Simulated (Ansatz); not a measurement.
This Rb4Na4Bi structure is the end of a relaxation. The cell was found from a structure generator's guess, not taken from experiment.

Level of theory: DFT PBE, scalar-relativistic, plane waves, PAW in Ansatz 0.2.0. Cutoff 420 eV, Γ-centred mesh, Gaussian smearing, no spin polarisation.

```
Rb Na Bi
1.0
     7.84869    0.00000    0.00000
    -3.92434    6.79716    0.00000
     0.00000    0.00000   10.94700
Rb Na Bi
4 4 1
Direct
  0.50000 0.00000 0.06414
  0.00000 0.50000 0.06414
  0.50000 0.50000 0.06414
  0.00000 0.00000 0.37626
  0.50000 0.00000 0.68338
  0.00000 0.50000 0.68338
  0.50000 0.50000 0.68338
  0.00000 0.00000 0.97899
  0.00000 0.00000 0.70245
```

Energies over the elements count from the elements' standard structures at the same level, with no fitted energy shifts.

**Question.** Find its symmetry and describe it.

**Answer.** P6mm (No. 183). Conventional cell: a = 7.849 Å, c = 10.947 Å. Around Rb on a site of symmetry 2mm lie 4 Rb at 3.92 Å and 3 Na at 4.03–4.17 Å; Rb on a site of symmetry 6mm has 1 Bi at 3.57 Å; around Na on a site of symmetry 2mm lie 4 Na at 3.92 Å, 2 Bi at 3.93 Å and 1 Rb at 4.17 Å; Bi is surrounded by 1 Na at 3.03 Å, 1 Rb at 3.57 Å and 6 Na at 3.93 Å; 1 more site not described.

**Question.** What is its formation energy per atom?

**Answer.** +0.10 eV/atom. A positive value: parting into the elements would lower its energy.

**Question.** Is it a metal?

**Answer.** Yes, bands cross the Fermi level on the 6×6×4 mesh.

The last run used a 6×6×4 mesh (in the run's order of axes) for its 9-atom cell and Gaussian smearing of 0.10 eV. Spin–orbit coupling, which can matter for Bi, is left out. A structure relaxed within its symmetry needn't be a true minimum.
